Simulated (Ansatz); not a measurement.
H2O on the (110) surface of C, space group Fd-3m (No. 227) (top face towards +c; held atoms: 1, 2, 3, 4, 5, 6, 7, 8, 9, 10, 11, 12, 13, 14, 15, 16, 17, 18, 19, 20, 21, 22, 23, 24), one molecule per 35.8 Å². Starting structure (heteroatom down, lowest atom O over a bridge C-C site; the molecule's atoms stand last):

```
CELL_PARAMETERS angstrom
5.03020 0.00000 0.00000
0.00000 7.11378 0.00000
0.00000 0.00000 24.89395
ATOMIC_POSITIONS crystal
C 0.25000 0.50000 0.32136
C 0.25000 0.00000 0.32136
C 0.75000 0.50000 0.32136
C 0.75000 0.00000 0.32136
C 0.50000 0.62500 0.32136
C 0.50000 0.12500 0.32136
C 0.00000 0.62500 0.32136
C 0.00000 0.12500 0.32136
C 0.50000 0.75000 0.37188
C 0.50000 0.25000 0.37188
C 0.00000 0.75000 0.37188
C 0.00000 0.25000 0.37188
C 0.75000 0.87500 0.37188
C 0.75000 0.37500 0.37188
C 0.25000 0.87500 0.37188
C 0.25000 0.37500 0.37188
C 0.75000 0.00000 0.42240
C 0.75000 0.50000 0.42240
C 0.25000 0.00000 0.42240
C 0.25000 0.50000 0.42240
C 0.00000 0.12500 0.42240
C 0.00000 0.62500 0.42240
C 0.50000 0.12500 0.42240
C 0.50000 0.62500 0.42240
C 0.00000 0.25056 0.47265
C 0.00000 0.75056 0.47265
C 0.50000 0.25056 0.47265
C 0.50000 0.75056 0.47265
C 0.25000 0.37444 0.47265
C 0.25000 0.87444 0.47265
C 0.75000 0.37444 0.47265
C 0.75000 0.87444 0.47265
C 0.25000 0.50462 0.52474
C 0.25000 0.00462 0.52474
C 0.75000 0.50462 0.52474
C 0.75000 0.00462 0.52474
C 0.50000 0.62038 0.52474
C 0.50000 0.12038 0.52474
C 0.00000 0.62038 0.52474
C 0.00000 0.12038 0.52474
C 0.50000 0.76467 0.56752
C 0.50000 0.26467 0.56752
C 0.00000 0.76467 0.56752
C 0.00000 0.26467 0.56752
C 0.75000 0.86033 0.56752
C 0.75000 0.36033 0.56752
C 0.25000 0.86033 0.56752
C 0.25000 0.36033 0.56752
O 0.87500 0.81250 0.65389
H 0.87832 0.70245 0.67824
H 0.87168 0.92255 0.67824
```

Theory: Ansatz, DFT PBE+D3(BJ), scalar-relativistic, plane waves, PAW. Plane waves to 420 eV, a k mesh through Γ of 3×2×1 on the computed 51-atom cell and Gaussian smearing (0.05 eV); no spin polarisation. A dipole correction removes the field between periodic images along c.

E_ads is per molecule, from the clean relaxed slab and the free relaxed molecule; negative means bound; no zero-point or thermal terms, forces under 0.04 eV/Å, and the free molecule is spin-polarised where open-shell. Heights count from the highest slab atom.

(1) What does it relax to?

Each end is the local minimum that its start leads to. This ideal cut of an insulator has dangling bonds and is metallic here; real surfaces reconstruct or are passivated, and bind more weakly.

## Answers

(1) E_ads = -0.03 eV; the molecule stays whole. Final structure after 19 steps:

```
C O H
1.0
     5.03020    0.00000    0.00000
     0.00000    7.11378    0.00000
     0.00000    0.00000   24.89395
C O H
48 1 2
Direct
  0.25000 0.50000 0.32136
  0.25000 0.00000 0.32136
  0.75000 0.50000 0.32136
  0.75000 0.00000 0.32136
  0.50000 0.62500 0.32136
  0.50000 0.12500 0.32136
  0.00000 0.62500 0.32136
  0.00000 0.12500 0.32136
  0.50000 0.75000 0.37188
  0.50000 0.25000 0.37188
  0.00000 0.75000 0.37188
  0.00000 0.25000 0.37188
  0.75000 0.87500 0.37188
  0.75000 0.37500 0.37188
  0.25000 0.87500 0.37188
  0.25000 0.37500 0.37188
  0.75000 0.00000 0.42240
  0.75000 0.50000 0.42240
  0.25000 0.00000 0.42240
  0.25000 0.50000 0.42240
  0.00000 0.12500 0.42240
  0.00000 0.62500 0.42240
  0.50000 0.12500 0.42240
  0.50000 0.62500 0.42240
  0.00001 0.25057 0.47266
  0.00001 0.75059 0.47262
  0.49999 0.25054 0.47267
  0.50000 0.75054 0.47266
  0.25001 0.37446 0.47267
  0.25000 0.87446 0.47266
  0.74999 0.37443 0.47266
  0.74999 0.87441 0.47262
  0.25004 0.50461 0.52475
  0.24995 0.00461 0.52475
  0.74999 0.50456 0.52474
  0.75001 0.00465 0.52474
  0.50005 0.62039 0.52475
  0.49996 0.12039 0.52475
  0.99999 0.62035 0.52474
  0.00001 0.12044 0.52474
  0.49998 0.76460 0.56760
  0.49998 0.26463 0.56759
  0.00007 0.76480 0.56738
  0.00000 0.26462 0.56757
  0.74993 0.86020 0.56738
  0.75000 0.36038 0.56757
  0.25002 0.86040 0.56760
  0.25002 0.36037 0.56759
  0.87500 0.81250 0.70019
  0.76482 0.73772 0.72394
  0.98518 0.88728 0.72394
```